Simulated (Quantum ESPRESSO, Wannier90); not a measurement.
**Tight-binding from DFT: SiS₂ (Ibam)**

```
begin unit_cell_cart
ang
    0.0000000000    0.0000000000    5.5487100000
    5.7493800000    0.0000000000    0.0000000000
   -2.8746900000    4.9104500000   -2.7743550000
end unit_cell_cart
begin atoms_frac
Si  -0.2500000000  0.0000000000  0.0000000000
Si   0.2500000000  0.0000000000  0.0000000000
S   -0.1152500000 -0.3166900000 -0.2305000000
S    0.1152500000  0.3166900000  0.2305000000
S   -0.3847500000 -0.0861900000  0.2305000000
S    0.3847500000  0.0861900000 -0.2305000000
end atoms_frac
```

Materials Project entry mp-1602; symmetrised, unrelaxed at this level. COD (Crystallography Open Database) has the formula in 2 space groups, this one among them (matched by group alone). Method: LDA plane waves in Quantum ESPRESSO 7.5 (PseudoDojo norm-conserving files, 44 Ry, no spin polarisation, no spin-orbit coupling), Bloch states on a 6×6×6 mesh through Γ, Wannier90 4.0.1. Density: 6×6×6 mesh, cold smearing 0.01 Ry. The cell is built of weakly bound layers, chains or molecules, whose nearest atoms lie 3.87 Å apart. Database cells relaxed without dispersion often hold them too far apart, which can enlarge gaps and weakens couplings between them; spacing and stacking were not compared with the measured crystal.

A tight-binding model is made by disentanglement and projection with no localisation steps (num_iter = 0), so the 24 orbitals stay atom-like: hydrogen-like Si: s;p; S: s;p, axes along x, y, z; frozen window up to 4.19 eV relative to the valence-band maximum. It follows pw.x to 3.0 meV rms for states up to 3.7 eV relative to the valence-band maximum. Matrix elements depend on this choice of orbitals and windows.

What are the on-site energies relative to the valence-band maximum, and how fast do the hoppings decay?


```tsv
atom	orbitals	energy (eV)
Si1	s	-2.73
Si1	pz	1.56
Si1	px	1.82
Si1	py	1.77
Si2	s	-2.73
Si2	pz	1.56
Si2	px	1.82
Si2	py	1.77
S3	s	-10.21
S3	pz	-0.77
S3	px py	-0.87
S4	s	-10.21
S4	pz	-0.77
S4	px py	-0.87
S5	s	-10.21
S5	pz	-0.77
S5	px py	-0.87
S6	s	-10.21
S6	pz	-0.77
S6	px py	-0.87
```

```json
[
 {"distance of the centres (Å)": "2–3", "largest modulus (eV)": "2.0"},
 {"distance of the centres (Å)": "3–4", "largest modulus (eV)": "0.44"},
 {"distance of the centres (Å)": "4–5", "largest modulus (eV)": "0.18"},
 {"distance of the centres (Å)": "5–6", "largest modulus (eV)": "0.21"},
 {"distance of the centres (Å)": "6–7", "largest modulus (eV)": "0.051"},
 {"distance of the centres (Å)": "7–8", "largest modulus (eV)": "0.043"},
 {"distance of the centres (Å)": "8–9", "largest modulus (eV)": "0.040"},
 {"distance of the centres (Å)": "9–10", "largest modulus (eV)": "0.011"},
 {"distance of the centres (Å)": "10–11", "largest modulus (eV)": "0.014"},
 {"distance of the centres (Å)": "11–12", "largest modulus (eV)": "0.017"},
 {"distance of the centres (Å)": "12–13", "largest modulus (eV)": "0.0038"}
]
```
